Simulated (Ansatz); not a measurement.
**SrCaLaBiO6: gradients before and after relaxing the atoms**

Start: a computed structure from the Materials Project (it need not be an observed phase), atoms as given.

Space group Pc (No. 7); a = 5.9068, b = 6.1288, c = 10.3574 Å, β = 124.69°.

```csv
site,Wyckoff,site symmetry,x,y,z
Sr,2a,1,0.7636,0.7996,0.7517
Ca,2a,1,0.4988,0.7562,0.0003
La,2a,1,0.2326,0.3105,0.7513
Bi,2a,1,0.9986,0.2477,0.0001
O9,2a,1,0.8935,0.9506,0.0630
O10,2a,1,0.1298,0.4677,0.4367
O13,2a,1,0.7676,0.4463,0.0555
O14,2a,1,0.2378,0.9294,0.4388
O17,2a,1,0.3410,0.6961,0.7391
O18,2a,1,0.6367,0.2067,0.7635
```

One atom of each set is listed.

All values are calculated (Ansatz; DFT, PBE, plane waves and PAW, scalar-relativistic, 420 eV cutoff, Γ-centred 5×4×3 k-points, Fermi–Dirac smearing 0.02 eV), not measured.

The largest force at the start is 0.28 eV/Å. Relaxing the ions at fixed cell moves them by 0.068 Å at most (atom 10, O) and 0.035 Å rms. End positions:

Sr (0.7637, 0.7964, 0.7513)
Ca (0.4995, 0.7542, 0.0011)
La (0.2358, 0.3071, 0.7545)
Bi (0.9999, 0.2471, 0.0006)
O9 (0.8928, 0.9515, 0.0658)
O10 (0.1294, 0.4753, 0.4318)
O13 (0.7662, 0.4450, 0.0522)
O14 (0.2350, 0.9354, 0.4403)
O17 (0.3404, 0.6939, 0.7376)
O18 (0.6372, 0.2022, 0.7648)

| site | moved (Å) | first shell before | first shell after | V_zz before (10²¹ V/m²) | η before |
| --- | --- | --- | --- | --- | --- |
| Sr | 0.021 | 8 O at 2.51–3.05 Å | 8 O at 2.50–3.07 Å | -5.83 | 0.22 |
| Ca | 0.014 | 6 O at 2.32–2.37 Å | 6 O at 2.31–2.38 Å | -0.58 | 0.99 |
| La | 0.034 | 8 O at 2.40–3.11 Å | 6 O at 2.40–2.79 Å; also 2 O at 3.01–3.20 Å | -13.71 | 0.52 |
| Bi | 0.007 | 6 O at 2.14–2.16 Å | 6 O at 2.12–2.16 Å | 5.23 | 0.74 |
| O9 | 0.032 | 1 Bi at 2.14 Å, 1 Ca at 2.36 Å, 1 La at 2.44 Å; also 2 Sr at 2.91–3.00 Å | 1 Bi at 2.15 Å, 1 Ca at 2.35 Å, 1 La at 2.43 Å; also 1 Sr at 2.89 Å | 9.36 | 0.20 |
| O10 | 0.068 | 1 Bi at 2.16 Å, 1 Ca at 2.33 Å, 1 Sr at 2.51 Å, 1 La at 2.69 Å; also 1 La at 3.11 Å | 1 Bi at 2.15 Å, 1 Ca at 2.34 Å, 1 Sr at 2.52 Å, 1 La at 2.62 Å; also 1 La at 3.20 Å | 8.60 | 0.39 |
| O13 | 0.032 | 1 Bi at 2.14 Å, 1 Ca at 2.33 Å, 1 Sr at 2.54 Å, 1 La at 2.75 Å; also 1 La at 3.05 Å | 1 Bi at 2.12 Å, 1 Ca at 2.32 Å; also 1 Sr at 2.55 Å, 1 La at 2.79 Å | 8.97 | 0.34 |
| O14 | 0.047 | 1 Bi at 2.14 Å, 1 Ca at 2.32 Å, 1 La at 2.42 Å; also 1 Sr at 2.86 Å | 1 Bi at 2.13 Å, 1 Ca at 2.31 Å, 1 La at 2.43 Å; also 1 Sr at 2.84 Å | 8.84 | 0.15 |
| O17 | 0.019 | 1 Bi at 2.15 Å, 1 Ca at 2.34 Å, 1 La at 2.47 Å, 1 Sr at 2.51 Å | 1 Bi at 2.14 Å, 1 Ca at 2.36 Å, 1 La at 2.48 Å, 1 Sr at 2.50 Å | 8.96 | 0.12 |
| O18 | 0.030 | 1 Bi at 2.16 Å, 1 Ca at 2.37 Å, 1 La at 2.40 Å, 1 Sr at 2.63 Å | 1 Bi at 2.16 Å, 1 Ca at 2.38 Å, 1 La at 2.40 Å, 1 Sr at 2.62 Å | 8.81 | 0.09 |

(1) How do the gradients change?

Results:

(1) 

| site | V_zz after | η after | change of V_zz |
| --- | --- | --- | --- |
| Sr | -5.88 | 0.34 | -0.05 |
| Ca | 0.99 | 0.78 | – |
| La | -13.17 | 0.77 | +0.54 |
| Bi | -5.56 | 0.84 | – |
| O9 | 9.12 | 0.19 | -0.24 |
| O10 | 8.39 | 0.36 | -0.21 |
| O13 | 8.86 | 0.35 | -0.11 |
| O14 | 8.72 | 0.15 | -0.12 |
| O17 | 9.01 | 0.11 | +0.05 |
| O18 | 8.65 | 0.07 | -0.16 |

The largest change of V_zz along a kept axis is on La, from -13.71 to -13.17. In per cent, |V_zz| changes by +1 on Sr, -4 on La, -3 to +1 on O (all sites that start above 0.5, bar those whose gradient vanishes or changes sign or whose main axis turns by over 40°). Where |V_zz| stays above 0.1 and the axes keep their order, η moves most on La, from 0.52 to 0.77. On Bi, Ca the largest principal value lies along another axis in the second run, so the two V_zz can't be compared directly.

Spin–orbit coupling is left out, which shifts gradients on Bi by a few per cent, and by more where contributions nearly cancel.
